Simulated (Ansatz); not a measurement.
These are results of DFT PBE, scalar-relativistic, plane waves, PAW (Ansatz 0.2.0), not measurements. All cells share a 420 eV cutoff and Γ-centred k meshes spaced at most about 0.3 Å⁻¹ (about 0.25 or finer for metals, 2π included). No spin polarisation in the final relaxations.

Temperature and zero-point effects are left out.

Two relaxed structures of Bi3O:

A.

```
CELL_PARAMETERS angstrom
4.66556 0.00000 0.00000
0.00000 4.66556 0.00000
0.00000 0.00000 4.66556
ATOMIC_POSITIONS crystal
Bi 0.00000 0.50000 0.50000
Bi 0.50000 0.00000 0.50000
Bi 0.50000 0.50000 0.00000
O 0.00000 0.00000 0.00000
```

B.

```
CELL_PARAMETERS angstrom
5.38980 0.00000 0.00000
-2.69490 4.66770 0.00000
0.00000 0.00000 4.50623
ATOMIC_POSITIONS crystal
Bi 0.33333 0.66667 0.50000
Bi 0.66667 0.33333 0.50000
Bi 0.00000 0.00000 0.00000
O 0.00000 0.00000 0.50000
```

Question: Which form is favoured at zero pressure, and by what margin per atom?

Answer: B is lower, by 0.36 eV/atom. A has space group Pm-3m (No. 221), 25.4 Å³/atom and no gap on its mesh; B has space group P6/mmm (No. 191), 28.3 Å³/atom and no gap. Counting Bi atoms around O (those within 1.25 times the shortest such distance or 1.15 times the sum of covalent radii; the shortest distance is added where it is long for a bond), A has O 12 from 3.3 Å and B has O 2. The lower one is the more open, so pressure narrows the difference. Even the lower one lies +0.06 eV/atom against the reference forms of the elements (uncorrected), a margin that errors in the energy of the gaseous reference can exceed. In A, Bi has 4 O at 3.30 Å and 8 Bi at 3.30 Å; O is surrounded by 12 Bi at 3.30 Å (long contacts). In B, around Bi on a site of symmetry -6m2 lie 3 Bi at 3.11 Å and 3 O at 3.11 Å; Bi on a site of symmetry 6/mmm is surrounded by 2 O at 2.25 Å; around O lie 2 Bi at 2.25 Å and 6 Bi at 3.11 Å. Both come from invented guesses. A third cell relaxed alike, in R3, lies 223 meV/atom below the lower of the two.

These runs have no spin–orbit coupling, which can matter for Bi. In Pm-3m, P6/mmm an odd number of electrons in the primitive cell allows no gap without spin; a larger cell or a magnetic state could open one. A magnetic state wasn't ruled out in cells without spin, among them Pm-3m. Cells relaxed within their symmetry can be saddle points.
